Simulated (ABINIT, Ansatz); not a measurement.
This is a calculation of NbRu3C for ABINIT 10.8.3 (patched build). Atoms were shifted at random by some hundredths of an Å from the given cell, which wasn't relaxed again for these runs. The cell comes from a database or a generator and needn't be the stable form of this composition.

The input run.abi:

```
# Pseudopotentials
pp_dirpath "./"
pseudos "Ru.GGA_PBE-JTH.xml, Nb.GGA_PBE-JTH.xml, C.GGA_PBE-JTH.xml"

# Structure
acell 7.6819974788 7.6819974788 7.6819974788
rprim
     1.0000000000     0.0000000000     0.0000000000
     0.0000000000     1.0000000000     0.0000000000
     0.0000000000     0.0000000000     1.0000000000
ntypat 3
znucl 44 41 6
natom 5
typat 1 1 1 2 3
xred
     0.5048240000     0.5020500000     0.0089760000
     0.4887510000    -0.0079510000     0.5003390000
     0.0035380000     0.4976300000     0.5145230000
     0.0025650000     0.0173570000     0.0026820000
     0.5008520000     0.4970720000     0.5049320000
chkprim 0
chksymtnons 0
tolsym 1.0e-6

# Plane-wave basis
ecut 19.0
pawecutdg 38.0
pawxcdev 0

# k points
kptopt 1
ngkpt 7 7 7
nshiftk 1
shiftk 0.0 0.0 0.0

# Exchange and correlation
ixc 11

# Bands and occupations
nband 39
occopt 3
tsmear 0.05 eV

# SCF cycle
nstep 100
tolvrs 1.0e-9

# Output
iomode 3
prtwf 0
prtden 0
prteig 0
prtebands 0
enunit 1
```

Potentials or basis: JTH PAW PBE v2.0.

Run with:

```bash
$ abinit run.abi > log 2>&1
```

**Question.** What does the same run look like in Ansatz 0.2.0? Potentials or basis there: Ansatz PAW, cutoff 420 eV.

**Answer.** As run (cutoffs and basis follow the program's own potentials, and thresholds, step limits or extra output files can differ):

Contents of input.yaml:

```yaml
crystal:
  lattice:
    - [4.065138, 0.0, 0.0]
    - [0.0, 4.065138, 0.0]
    - [0.0, 0.0, 4.065138]
  atoms:
    - { symbol: Ru, position: [0.504824, 0.50205, 0.008976] }
    - { symbol: Ru, position: [0.488751, -0.007951, 0.500339] }
    - { symbol: Ru, position: [0.003538, 0.49763, 0.514523] }
    - { symbol: Nb, position: [0.002565, 0.017357, 0.002682] }
    - { symbol: C, position: [0.500852, 0.497072, 0.504932] }
hamiltonian:
  xc: pbe
  pseudopotentials: { kind: paw }
kpoints:
  mp_grid: { grid: [7, 7, 7] }
scf:
  occupations: { method: fermi_dirac, width: 0.05 }
output:
  forces: true
  stress: true
  eigenvalues: true
```

Potentials or basis: Ansatz PAW.

Launch:

```sh
$ ansatz run input.yaml --threads 2 --pin off --max-ram 5120MiB --backend cpu --events-out ev --progress --plain --runs-dir out
```

Both were run:

|  | ABINIT | Ansatz |
| --- | --- | --- |
| Pressure | -3.2 GPa | -2.9 GPa |
| Largest force | 0.566 eV/Å | 0.568 eV/Å |
| Energy over the undisturbed cell | 5.3 meV/atom | 5.3 meV/atom |

Ansatz's pressure holds a Pulay term of +0.14 GPa for its cutoff of 420 eV, which the other run lacks.

Where Ansatz's input types no cutoff or centring, it takes its own default and a Γ-centred mesh.

Pressure is positive in compression.
